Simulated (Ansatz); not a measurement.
Relaxed polymorphs of HgF$_{2}$. Computed with r2SCAN+rVV10 (plane waves to 500 eV, PAW, scalar-relativistic; Ansatz, a quantum-chemistry and plane-wave program). One row is withheld; estimate it from its structure type, its coordination and the trend of the others.

| structure | coordination | E − E(first row) (eV/atom) | V (Å³/atom) | gap (eV, no SOC) |
|---|---|---|---|---|
| Fm-3m, cF12, fluorite type | Hg 8 (cubic), F 4 (tetrahedral) | 0.000 | 14.02 | 1.44 |
| P6₃/mmc, hP6 | – | 0.245 | 14.41 | 0.77 |
| Cmmm, oS6 | – | 0.270 | 16.94 | 2.54 |
| P-3m1, hP3, CdI2 type | Hg 6 (octahedral), F 3 (trigonal pyramidal) | [?] | [?] | [?] |

Some entries are withheld; supply them.


- P-3m1, hP3, CdI2 type, E − E(first row) (eV/atom): 0.097
- P-3m1, hP3, CdI2 type, V (Å³/atom): 13.99
- P-3m1, hP3, CdI2 type, gap (eV, no SOC): 1.11

The withheld cell: P-3m1 (No. 164), hP3, CdI2 type; a = 3.6710 Å, b = 3.6710 Å, c = 3.5969 Å, α = 90.00°, β = 90.00°, γ = 120.00°; Hg 1a (0.000, 0.000, 0.000); F 2d (0.333, 0.667, 0.258). Coordination numbers (neighbours up to the widest gap in distance over summed covalent radii, below 1.35; n+m marks a second, longer set; metal–metal contacts left out).

Each run could gain symmetry but not lose that of its start, so entries can be saddle points. From databases, or of a type measured for this composition: Fm-3m, cF12, fluorite type; the others are generated cells (placed on structure types, drawn at random, substituted or restacked) that were not matched to a known phase here. Energies are at zero temperature and pressure, without zero-point motion. No spin polarisation in the result. Spin-orbit coupling is missing; with elements this heavy it can move band edges by tenths of an eV or more.
